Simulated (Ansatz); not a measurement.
Here is the system:

HfN:
```yaml
crystal:
  lattice:
    - [0.00000, 2.27387, 2.27387]
    - [2.27387, 0.00000, 2.27387]
    - [2.27387, 2.27387, 0.00000]
  atoms:
    - { symbol: Hf, position: [0.00000, 0.00000, 0.00000] }
    - { symbol: N, position: [0.50000, 0.50000, 0.50000] }
```

This is the PBE-relaxed structure.

Problem. All from PBE (plane waves, PAW; program Ansatz), unless another level is named. Give the electronic character.

Solution. metallic (no gap).

Problem. And the formation energy from the elements (no fitted shifts)?

Solution. -1.65 eV/atom.

Problem. And the density of states at the Fermi level?

Solution. 0.31 states/eV per atom (mean over ±0.08 eV).

Space group Fm-3m (rock salt). Symmetry was held in the PBE relaxation. No spin polarisation was allowed. With an odd number of electrons in the cell and no spin polarisation, the count alone makes it a metal. The references are the lowest solids computed at this level, not always the standard phases (solids in place of the gases). Scalar-relativistic: spin–orbit coupling is off unless named, which matters more the heavier the elements.

Potentials: the later of the program's two PAW sets.
